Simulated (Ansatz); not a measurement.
SrTiO$_{3}$:
```
SrTiO3
1.0
   -2.75937     2.75937     3.91415
    2.75937    -2.75937     3.91415
    2.75937     2.75937    -3.91415
Sr Ti O
2 2 6
Direct
  0.75000   0.25000   0.50000
  0.25000   0.75000   0.50000
  0.00000   0.00000   0.00000
  0.50000   0.50000   0.00000
  0.76684   0.26684   0.03368
  0.23316   0.73316   0.96632
  0.26684   0.23316   0.50000
  0.73316   0.76684   0.50000
  0.75000   0.75000   0.00000
  0.25000   0.25000   0.00000
```

Relaxed with r²SCAN. Special points in fractions of this cell's reciprocal vectors: Γ (0.000, 0.000, 0.000); X (0.000, 0.000, 0.500); P (0.250, 0.250, 0.250); N (0.000, 0.500, 0.000); M (0.500, 0.500, -0.500); S (0.374, 0.626, -0.374); S0 (-0.374, 0.374, 0.374); R (-0.248, 0.248, 0.500); G (0.500, 0.500, -0.248).

### Question
List the band energies nearest the valence-band maximum at these points for r²SCAN with spin–orbit coupling (plane waves, PAW; program Ansatz).

### Answer
In eV from the valence-band maximum; about four levels below and three above (degenerate sets whole), none deeper than 8.9 eV; points with the same levels are listed once.

```json
[
 {"k": "Γ", "below": "-0.01 -0.01 0.00 0.00", "above": "2.30 2.30 2.31 2.31"},
 {"k": "X", "below": "-0.70 -0.70 -0.07 -0.07", "above": "2.45 2.45 4.12 4.12"},
 {"k": "P", "below": "-0.62 -0.62 -0.62 -0.62", "above": "3.37 3.37 3.37 3.37"},
 {"k": "N", "below": "-0.62 -0.62 -0.62 -0.62", "above": "3.75 3.75 3.75 3.75"},
 {"k": "M", "below": "-0.67 -0.67 -0.08 -0.08", "above": "2.46 2.46 4.07 4.07"},
 {"k": "S", "below": "-0.97 -0.97 -0.29 -0.29", "above": "2.99 2.99 3.89 3.89"},
 {"k": "R", "below": "-0.61 -0.61 -0.60 -0.60", "above": "3.36 3.36 3.39 3.39"}
]
```

Space group I4/mcm. The first step of the workflow began from a Materials Project structure, measured or hypothetical; the Crystallography Open Database files this formula in space group No. 140, but the cells were not matched. It is not the phase usual at ambient conditions (space group No. 221). The r²SCAN relaxation kept the symmetry of its start. At this level the phase is dynamically unstable (imaginary phonons). The run is not spin-polarised.

Potentials: the earlier of the program's two PAW sets.
